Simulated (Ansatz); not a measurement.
Fe (hcp (Mg type), space group No. 194) under volume change, the program Ansatz at the r²SCAN level (PAW), shape and atoms relaxed at each volume.

```tsv
V (Å³/atom)	E − E(relaxed) (meV/atom)	P (GPa)
8.974	95.9	37.75
9.269	40.2	23.02
9.565	(withheld)	(withheld)
9.861	0.0	0.01
10.157	8.5	-8.92
10.453	32.1	-16.47
10.749	(withheld)	(withheld)
```

Task: What belongs in the gaps?

Result: 
- 9.565, E − E(relaxed) (meV/atom): 9.5
- 9.565, P (GPa): 10.56
- 10.749, E − E(relaxed) (meV/atom): 68.6
- 10.749, P (GPa): -22.85

Task: What does a third-order Birch–Murnaghan fit give for V₀, B₀ and B′?

Result: V₀ = 9.86 Å³/atom, B₀ = 323 GPa, B′ = 4.5.

Space group P6_3/mmc (hcp (Mg type)). This is a known high-pressure phase of the composition, computed here at zero pressure and temperature. The r²SCAN relaxation kept the symmetry of its start; of distortions, only those at the zone centre were tested. No spin polarisation was allowed.

Potentials: the later of the program's two PAW sets.
